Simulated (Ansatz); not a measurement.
**Lattice vibrations of GaP at Γ**

Method: DFT LDA, scalar-relativistic, plane waves, PAW in Ansatz. Plane waves to 420 eV; Γ-centred k mesh 6×6×6; fixed occupations. No spin polarisation. Phonons by linear response, acoustic sum rule imposed.

The cell is fixed (symmetry leaves no force on the atoms) and stands under 0.0 GPa:
```xyz
2
Lattice="0.0000 2.6958 2.6958 2.6958 0.0000 2.6958 2.6958 2.6958 0.0000" Properties=species:S:1:pos:R:3 pbc="T T T"
Ga    0.0000    0.0000    0.0000
P     1.3479    1.3479    1.3479
```

The cell is the ideal cubic zincblende prototype. The run warned that the force constants aren't converged on this k mesh, so the frequencies and all that is formed from them are rough.

**Question.** Give the high-frequency dielectric tensor ε∞.

**Answer.**
```
10.64  0.00  0.00
 0.00 10.64  0.00
 0.00  0.00 10.64
```

**Question.** Give the Born effective charges.

**Answer.**
```tsv
atom	Z*xx	Z*yy	Z*zz	mean
Ga (atom 1)	2.05	2.05	2.05	2.05
P (atom 2)	-2.05	-2.05	-2.05	-2.05
```

**Question.** How large is the static dielectric tensor with the ions free to move, and what share of it is ionic?

**Answer.**
```
12.5  0.0  0.0
 0.0 12.5  0.0
 0.0  0.0 12.5
```
The ions give 15 % of its trace.

Cost: 1 run of about 0.51 core-minutes, on Oxide Virtual Turin-like Processor (Zen 5) (shared hosts).